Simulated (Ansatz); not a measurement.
A relaxation computed with Ansatz, from input to last step.

```yaml
crystal:
  lattice:
    - [10.2, 0.0, 0.0]
    - [0.0, 9.3, 0.0]
    - [0.0, 0.0, 4.6094311773]
  atoms:
    - { symbol: Hg, position: [0.4435118728, 0.5, 0.0], spin: 0.5 }
    - { symbol: Te, position: [0.5564881272, 0.5, 0.5], spin: 0.5 }
basis:
  ecutwfc: 500
kpoints:
  mp_grid: { grid: [1, 1, 14] }
hamiltonian:
  xc: r2scan
scf:
  occupations: { method: gaussian, width: 0.05 }
output:
  forces: true
  stress: true
  eigenvalues: true
  populations: true
  write_density: true
  write_potential: true
  elf: true
  volumetric_format: npy
magnetization:
  spin_polarized: true
relax:
  adjacent_minimum: "off"
  f_tol: 0.01
  max_steps: 45
  cell: { fix: [a, b, alpha, beta, gamma], stress_tol: 0.03 }
```

```bash
ansatz run input.yaml --threads 2 --pin off --max-ram 5120MiB --backend cpu --events-out ev --progress --plain --runs-dir out
```

Computed with DFT r2SCAN, scalar-relativistic, plane waves, PAW in Ansatz.

Of 6 frames 6 are shown, positions in Å and forces in eV/Å; the SCF threshold varies from step to step. Steps run on the plane waves of an earlier cell, with a Pulay correction in the pressure. The basis is chosen afresh for the last frame, the zero of the energies, and can be on the way; energy and pressure step there, also at an unchanged geometry. The mark taken_back stands on steps that the optimiser undid.

```xyz
2
Lattice="10.2000 0.0000 0.0000 0.0000 9.3000 0.0000 0.0000 0.0000 4.6094" Properties=species:S:1:pos:R:3:forces:R:3 pbc="T T T" step=1 free_energy_over_end_meV_per_atom=46.50 pressure_GPa=0.47
Hg    4.5238    4.6500    0.0000   -0.1580    0.0000    0.0000
Te    5.6762    4.6500    2.3047    0.1580    0.0000    0.0000
2
Lattice="10.2000 0.0000 0.0000 0.0000 9.3000 0.0000 0.0000 0.0000 4.8108" Properties=species:S:1:pos:R:3:forces:R:3 pbc="T T T" step=2 free_energy_over_end_meV_per_atom=4.10 pressure_GPa=0.03
Hg    4.5540    4.6500    0.0000    0.1410    0.0000    0.0000
Te    5.6460    4.6500    2.4054   -0.1410    0.0000    0.0000
2
Lattice="10.2000 0.0000 0.0000 0.0000 9.3000 0.0000 0.0000 0.0000 4.9123" Properties=species:S:1:pos:R:3:forces:R:3 pbc="T T T" step=3 free_energy_over_end_meV_per_atom=6.70 pressure_GPa=0.06 taken_back
Hg    4.6345    4.6500    0.0000   -0.2800    0.0000    0.0000
Te    5.5655    4.6500    2.4561    0.2800    0.0000    0.0000
2
Lattice="10.2000 0.0000 0.0000 0.0000 9.3000 0.0000 0.0000 0.0000 4.8603" Properties=species:S:1:pos:R:3:forces:R:3 pbc="T T T" step=4 free_energy_over_end_meV_per_atom=0.62 pressure_GPa=0.02
Hg    4.5852    4.6500    0.0000    0.0010    0.0000    0.0000
Te    5.6148    4.6500    2.4302   -0.0010    0.0000    0.0000
2
Lattice="10.2000 0.0000 0.0000 0.0000 9.3000 0.0000 0.0000 0.0000 4.8708" Properties=species:S:1:pos:R:3:forces:R:3 pbc="T T T" step=5 free_energy_over_end_meV_per_atom=0.56 pressure_GPa=0.01
Hg    4.5884    4.6500    0.0000   -0.0030    0.0000    0.0000
Te    5.6116    4.6500    2.4354    0.0030    0.0000    0.0000
2
Lattice="10.2000 0.0000 0.0000 0.0000 9.3000 0.0000 0.0000 0.0000 4.8708" Properties=species:S:1:pos:R:3:forces:R:3 pbc="T T T" step=6 free_energy_over_end_meV_per_atom=0.00 pressure_GPa=0.01
Hg    4.5884    4.6500    0.0000   -0.0030    0.0000    0.0000
Te    5.6116    4.6500    2.4354    0.0030    0.0000    0.0000
```

It took 2.5 min on 2 threads of Intel(R) Xeon(R) 6975P-C (Granite Rapids) (shared host), peak memory 1.6 GiB.

Spin-orbit coupling is left out, which matters for the bands of heavy elements.